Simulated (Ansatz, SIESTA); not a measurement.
Given: the input of a run of Ansatz 0.2.0 on SbS2. Atoms were shifted at random by some hundredths of an Å from the given cell, which wasn't relaxed again for these runs. The cell comes from a database or a generator and needn't be the stable form of this composition.

The input input.yaml:

```yaml
crystal:
  lattice:
    - [-3.030715, 3.030715, 5.797597]
    - [3.030715, -3.030715, 5.797597]
    - [3.030715, 3.030715, -5.797597]
  atoms:
    - { symbol: Sb, position: [0.004646, -0.003785, 0.001462] }
    - { symbol: Sb, position: [0.755514, 0.251266, 0.511573] }
    - { symbol: S, position: [0.648624, 0.119873, 0.021174] }
    - { symbol: S, position: [0.369024, 0.343095, 0.459593] }
    - { symbol: S, position: [0.098134, 0.61431, 0.963993] }
    - { symbol: S, position: [0.8705, 0.896628, 0.513874] }
hamiltonian:
  xc: pbe
  pseudopotentials: { kind: paw }
kpoints:
  mp_grid: { grid: [6, 6, 6] }
scf:
  occupations: { method: fermi_dirac, width: 0.05 }
output:
  forces: true
  stress: true
  eigenvalues: true
```

Potentials or basis: Ansatz PAW.

Launch:

```sh
$ ansatz run input.yaml --threads 2 --pin off --max-ram 5120MiB --backend cpu --events-out ev --progress --plain --runs-dir out
```

Question: Translate it to SIESTA 5.4.2. Potentials or basis there: files PseudoDojo sr-pbe-0.4.1-standard, DZP (energy shift 0.003 Ry; two zetas on semicore shells).

Answer: As run (cutoffs and basis follow the program's own potentials, and thresholds, step limits or extra output files can differ):

The input SbS2.fdf:

```
SystemName                      SbS2
SystemLabel                     SbS2
NumberOfSpecies                 2
NumberOfAtoms                   6
%block ChemicalSpeciesLabel
  1  51 Sb
  2  16 S
%endblock ChemicalSpeciesLabel

LatticeConstant                 1.0 Ang
%block LatticeVectors
    -3.0307150000     3.0307150000     5.7975970000
     3.0307150000    -3.0307150000     5.7975970000
     3.0307150000     3.0307150000    -5.7975970000
%endblock LatticeVectors
AtomicCoordinatesFormat         Fractional
%block AtomicCoordinatesAndAtomicSpecies
     0.0046460000    -0.0037850000     0.0014620000  1  Sb
     0.7555140000     0.2512660000     0.5115730000  1  Sb
     0.6486240000     0.1198730000     0.0211740000  2  S
     0.3690240000     0.3430950000     0.4595930000  2  S
     0.0981340000     0.6143100000     0.9639930000  2  S
     0.8705000000     0.8966280000     0.5138740000  2  S
%endblock AtomicCoordinatesAndAtomicSpecies

%block kgrid.MonkhorstPack
    6   0   0  0.0
    0   6   0  0.0
    0   0   6  0.0
%endblock kgrid.MonkhorstPack
XC.Functional                   GGA
XC.Authors                      PBE
PAO.BasisSize                   DZP
PAO.EnergyShift                 0.003 Ry
Mesh.Cutoff                     500 Ry
OccupationFunction              FD
ElectronicTemperature           0.05 eV
MaxSCFIterations                120
SCF.MustConverge                false
SCF.Mixer.Method                Pulay
SCF.Mixer.Weight                0.25
SCF.Mixer.History               8
SCF.DM.Tolerance                5.0e-05
SCF.H.Tolerance                 1.0e-03 eV
WriteForces                     true
Charge.Mulliken                 end
%block PAO.Basis
  Sb 4
  n=5 0 2
    5.984 0.000
  n=5 1 2
    7.890 0.000
  n=4 2 2
    3.483 0.000
  n=5 2 1
    7.890
%endblock PAO.Basis
```

Potentials or basis: PseudoDojo 0.4 standard (PBE files), converted to PSML, two zetas on semicore shells, DZP (energy shift 0.003 Ry; two zetas on semicore shells).

Command:

```console
$ siesta SbS2.fdf > SbS2.out 2>&1
```

Both were run:

|  | Ansatz | SIESTA |
| --- | --- | --- |
| Pressure | 0.5 GPa | 1.8 GPa |
| Energy over the undisturbed cell | 7.1 meV/atom | 11.1 meV/atom |

Ansatz's pressure holds a Pulay term of +0.02 GPa for its cutoff of 420 eV, which the other run lacks.

Where Ansatz's input types no cutoff or centring, it takes its own default and a Γ-centred mesh.

The two runs disagree by more than potentials and bases usually give (in gap, levels, pressure or energy); the cause wasn't traced.

Pressure is positive in compression.
